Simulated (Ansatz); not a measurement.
Ag:
```yaml
crystal:
  lattice:
    - [-2.59890, 2.59890, 1.36186]
    - [2.59890, -2.59890, 1.36186]
    - [2.59890, 2.59890, -1.36186]
  atoms:
    - { symbol: Ag, position: [0.00000, 0.00000, 0.00000] }
    - { symbol: Ag, position: [0.75000, 0.25000, 0.50000] }
```

Relaxed with PBEsol. Special points in fractions of this cell's reciprocal vectors: Γ (0.000, 0.000, 0.000); X (0.000, 0.000, 0.500); M (-0.500, 0.500, 0.500); Z (0.319, 0.319, -0.319); Z0 (-0.319, 0.681, 0.319); P (0.250, 0.250, 0.250); N (0.000, 0.500, 0.000).

### Question
List the band energies nearest the Fermi level at these points for PBEsol in the plane-wave PAW code Ansatz.

### Answer
In eV from the Fermi level; about four levels below and three above (degenerate sets whole), none deeper than 8.9 eV; … stands for higher levels left out; points with the same levels are listed once.

```csv
k,below,above
Γ,-3.39 -3.39 -2.76 -2.14,4.21 4.21 …
X,-3.07 -3.07 -2.58 -2.58,…
M,-3.30 -3.30 -0.82 -0.82,…
Z,-4.05 -4.05 -3.71 -3.27 -2.86,3.18 3.45 …
P,-3.24 -3.24 -2.70 -2.70,2.39 2.39 …
N,-3.36 -3.14 -2.87 -2.61,0.55 2.89 5.54
```

Space group I4_1/amd (β-Sn type). The start of the workflow was typed in or built on a structure type; neither database checked (COD, Materials Project) lists it. It is not the phase usual at ambient conditions (space group No. 225). The cell was relaxed with PBEsol under the symmetry of its start; its stability against distortions is not shown here. No spin polarisation was allowed. Spin–orbit coupling is left out wherever it is not named.

Potentials: the later of the program's two PAW sets.
